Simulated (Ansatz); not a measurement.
**ReP4Au3: zone-centre modes**

These are results of DFT PBE, scalar-relativistic, plane waves, PAW in Ansatz, not measurements. Plane waves to 420 eV; Γ-centred k mesh 6×6×6; Gaussian smearing of 0.10 eV. No spin polarisation. Phonons by linear response, acoustic sum rule imposed.

Relaxed structure:
```xyz
8
Lattice="5.7959 0.0000 0.0000 0.0000 5.7959 0.0000 0.0000 0.0000 5.7959" Properties=species:S:1:pos:R:3 pbc="T T T"
Re    0.0000    0.0000    0.0000
P     1.3519    1.3519    1.3519
P     1.3519    4.4440    4.4440
P     4.4440    1.3519    4.4440
P     4.4440    4.4440    1.3519
Au    0.0000    0.0000    2.8980
Au    0.0000    2.8980    0.0000
Au    2.8980    0.0000    0.0000
```

The structure comes from a generated guess, relaxed at this level; another structure or a mixture of phases may lie lower. In a metal, frequencies depend on the k mesh and the smearing, soft modes most. Spin–orbit coupling is left out, which matters for heavy elements.

Optical modes at Γ:
| frequency (meV) | degeneracy |
| --- | --- |
| 5.4 | 3 |
| 11.3 | 3 |
| 17.0 | 3 |
| 30.5 | 3 |
| 33.5 | 3 |
| 34.6 | 2 |
| 42.3 | 3 |
| 48.0 | 1 |

All 21 optical modes at Γ are real: no displacement of atoms at fixed cell lowers the energy to second order. Strains and modes at other wave vectors aren't tested by this run.
